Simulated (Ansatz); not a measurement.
## KMgH3: energy along a strain

KMgH3, Pm-3m, a = 4.025 Å (as given, not relaxed at this level: -2.9 GPa). The structure is a COD entry; whether it is the stable form wasn't checked. Ansatz: LDA, PAW, 420 eV, Γ-centred 8×8×8 mesh on 5 atoms, Gaussian smearing 0.05 eV; no spin polarisation. Cell vectors (Å): 4.025 0.000 0.000; 0.000 4.025 0.000; 0.000 0.000 4.025. The cell is strained by x per cent times the pattern (0 0 0 1 0 0) in the order xx yy zz yz xz xy (engineering shears), with fractional coordinates held. y is the free energy over the start, V0 = 13.042 Å³/atom. Symmetry makes y even in x.

```tsv
x (%)	y (meV/atom)
-2.00	?
-1.00	0.14
0.00	0.00
0.25	0.01
0.50	0.04
0.75	0.08
1.25	0.22
1.50	0.32
1.75	0.43
```

Task: Fit y = c2 x² + c4 x⁴ to the other rows, get the stiffness along the pattern, and predict the missing energy.

Result: Least squares on the rows shown. y = 0.1427 x² − 0.0006843 x⁴. The clamped-ion stiffness p·C·p = 2 × 1.427 eV × 160.2 / 13.042 Å³ = 35 GPa, which is C44 in these axes (second derivative at the start, which stands under stress). At x = -2.00 the fit asked for gives 0.56 meV/atom. The run gave 0.56 meV/atom, the same to the digits shown.